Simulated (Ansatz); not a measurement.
## Collinear states of MnCuAs

These are results of DFT PBE, scalar-relativistic, plane waves, PAW in Ansatz, not measurements.

```cif
data_structure
_symmetry_space_group_name_H-M 'P 1'
_symmetry_Int_Tables_number 1
_cell_length_a 3.6995
_cell_length_b 3.6995
_cell_length_c 6.4084
_cell_angle_alpha 90.000
_cell_angle_beta 90.000
_cell_angle_gamma 90.000
_cell_volume 87.71
loop_
_atom_site_label
_atom_site_type_symbol
_atom_site_fract_x
_atom_site_fract_y
_atom_site_fract_z
_atom_site_occupancy
Mn1 Mn 0.00000 0.50000 0.16402 1
Mn2 Mn 0.50000 0.00000 0.83598 1
Cu1 Cu 0.00000 0.00000 0.50000 1
Cu2 Cu 0.50000 0.50000 0.50000 1
As1 As 0.00000 0.50000 0.77625 1
As2 As 0.50000 0.00000 0.22375 1
```

```json
{
 "plane-wave cutoff": "420 eV",
 "Γ-centred k-mesh": "10×10×6",
 "occupation rule": "Gaussian smearing, 0.1 eV",
 "list of starting moments (μB, in atom order)": "4 4 0 0 0 0",
 "check for lower electronic states after the SCF": "off"
}
```

All runs keep this geometry, which isn't relaxed for the lowest state (largest force there 0.450 eV/Å, pressure -0.5 GPa; forces reach 0.95 eV/Å in another state) and needn't be a stable compound; relaxing each order would shift the differences by some 60 meV/atom, going by the pressures and a bulk modulus of about 150 GPa. Signs run over the atoms with starting moments. The large starts are 5 5 0 0 0 0 μB. The small starts are 0.5 0.5 0 0 0 0 μB. Site moments are spin moments in atom-centred spheres that scale with the neighbour distance. The states are those that the runs reached from these starts; a lower one can exist.

Task: Starts tried: no spin; ferromagnetic; large parallel starting moments; antiferromagnetic in the cell, signs +-; small parallel starting moments. Which state comes out lowest, and what are the moments?

Result: The lowest state is antiferromagnetic, reached from the start “antiferromagnetic in the cell, signs +-”, with site moments (μB) Mn +3.38, Mn -3.38.

| start | ends | energy above lowest (meV/atom) | site moments (μB) | gap on mesh (eV) | P (GPa) |
| --- | --- | --- | --- | --- | --- |
| no spin | non-magnetic | 375 | none over 0.05 | metal | -13.6 |
| ferromagnetic | ferromagnetic | 53.7 | Mn +3.39 (×2) | metal | 0.1 |
| large parallel starting moments | ferromagnetic | 53.7 | Mn +3.39 (×2) | metal | 0.1 |
| antiferromagnetic in the cell, signs +- | antiferromagnetic | 0.00 | Mn +3.38, Mn -3.38 | metal | -0.5 |
| small parallel starting moments | ferromagnetic | 53.7 | Mn +3.39 (×2) | metal | 0.1 |

Cost: 5 runs of about 11 core-minutes in all, on Arm Neoverse V1 (shared hosts).